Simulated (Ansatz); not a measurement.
Electric field gradients in ScPd$_{3}$

Level of theory: DFT LDA, scalar-relativistic, plane waves, PAW (Ansatz 0.2.0). Cutoff 420 eV, 12×12×12 k-points (Γ-centred), Fermi-Dirac smearing of 0.15 eV. No spin polarisation.

Equilibrium structure at this level:
```xyz
4
Lattice="3.9027 0.0000 0.0000 0.0000 3.9027 0.0000 0.0000 0.0000 3.9027" Properties=species:S:1:pos:R:3 pbc="T T T"
Sc    0.0000    0.0000    0.0000
Pd    0.0000    1.9514    1.9514
Pd    1.9514    0.0000    1.9514
Pd    1.9514    1.9514    0.0000
```

In a metal these results depend on the k mesh and the smearing. Spin–orbit coupling is left out, which matters for gradients at heavy nuclei.

Task: Give V_zz (10²¹ V/m²) and the asymmetry η at each distinct site.

Result:
```
       atom V_zz                 η
Sc (atom 1)  0.000  zero by symmetry
Pd (atom 2)  -7.63              0.00
```

Cost: 1 run of about 0.16 core-minutes, on Arm Neoverse V1 (shared hosts).